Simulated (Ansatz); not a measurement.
VO₂ in space group C2/m (No. 12; Pearson symbol mS24), PBEsol (plane waves, PAW; program Ansatz), all energies at zero smearing, with the estimated change up to a 700 eV cutoff added, with one set of potentials and settings (totals compare only within such a set). Cell of 12 atoms (4 V, 8 O): -16036.747 eV.

```
element                            reference phase  E (eV/atom)
-------  -----------------------------------------  -----------
V                       Im-3m, 1 atoms in the cell   -2885.2974
O        C2/m, 4 atoms in the cell, spin-polarised    -558.3609
```

Formation energy per atom, worked out: (-16036.747 − 4×(-2885.2974) − 8×(-558.3609))/12 = -2.389 eV/atom (-231 kJ per mol of atoms), at 0 K, without zero-point energy or fitted corrections.

The first step of the workflow began from a Materials Project structure, measured or hypothetical; the Crystallography Open Database files this formula in space group No. 12, but the cells were not matched. Its standing as an ambient phase is unchecked. The cell was relaxed with PBEsol under the symmetry of its start; whether a distortion lowers the energy is not shown. The final state is ferromagnetic, chosen from 2 collinear starts compared on coarse meshes (ties went to the first, and starts can fall back to one state), not a proven ground state. No Hubbard U is applied. The references are the lowest solids computed at this level, not always the standard phases (solids in place of the gases).

Potentials: the earlier of the program's two PAW sets. The files were generated under PBE; for other functionals the program regenerates the frozen cores, and for LDA and PBEsol the local potential too.
